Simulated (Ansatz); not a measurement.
## Relaxing boron (bcc)

Method: Ansatz, DFT, LDA (PW92), plane waves (420 eV) with PAW, scalar-relativistic. The PAW files were generated under PBE, with cores re-solved for the functional.

k-point mesh 18×18×18, Fermi-Dirac smearing 0.1 eV, no spin polarisation. Cell and atoms relax.

Starting structure:

```
B
1.0
    -1.17892    1.17892    1.17892
     1.17892   -1.17892    1.17892
     1.17892    1.17892   -1.17892
B
1
Direct
  0.00000 0.00000 0.00000
```

Task: What cell does the relaxation end in?

Result: Im-3m with a = 2.281 Å; 5.93 Å³ per atom against 6.55 at the start (-9.4 %).

Task: How much energy does the relaxation gain?

Result: 42.9 meV per atom.

Path of the relaxation (the plane waves are chosen anew near the end, which can shift the energy a little):

```
step  E − E(final) (meV/atom)  V (Å³/atom)  P (GPa)  max force (eV/Å)
   0                    42.92        6.554   -20.23             0.000
   1                    10.64        6.237   -11.27             0.000
   2                    -0.59        5.880     2.63             0.000
   3                    -0.94        5.939     0.03             0.000
   4                     0.01        5.939    -0.17             0.000
   5                     0.00        5.935     0.00             0.000
   6                     0.00        5.935     0.00             0.000
```
